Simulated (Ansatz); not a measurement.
Consider the following.

SiCO4:
```cif
data_CO4Si
_chemical_formula_sum 'Si1 C1 O4'
_space_group_name_H-M_alt 'P 1'
_space_group_IT_number 1
_cell_length_a 4.49673
_cell_length_b 4.49673
_cell_length_c 4.49673
_cell_angle_alpha 122.053
_cell_angle_beta 122.053
_cell_angle_gamma 86.480
loop_
_space_group_symop_operation_xyz
  'x, y, z'
loop_
_atom_site_label
_atom_site_type_symbol
_atom_site_fract_x
_atom_site_fract_y
_atom_site_fract_z
_atom_site_occupancy
Si1 Si 0.00000 0.00000 0.00000 1
C1 C 0.75000 0.25000 0.50000 1
O1 O 0.41280 0.27675 0.42623 1
O2 O 0.85052 0.98657 0.57377 1
O3 O 0.72325 0.14948 0.13604 1
O4 O 0.01343 0.58720 0.86396 1
```

This is the r²SCAN-relaxed structure.

All from plane-wave PAW r²SCAN (Ansatz code), unless another level is named. Predict the HSE06 gap on the r²SCAN cell.

9.17 eV.

Predict the smallest direct gap on the standard path.

8.23 eV.

Give the formation energy from the elements (no fitted shifts).

-1926 meV/atom.

Predict the valence-band maximum.

at M.

Space group I-4. The start of the workflow was typed in or built on a structure type; neither database checked (COD, Materials Project) lists it. Its standing as an ambient phase is unchecked. Symmetry was held in the r²SCAN relaxation; its stability against distortions is not shown here. The references are the lowest solids computed at this level, not always the standard phases (solids in place of the gases).

Potentials: the later of the program's two PAW sets.
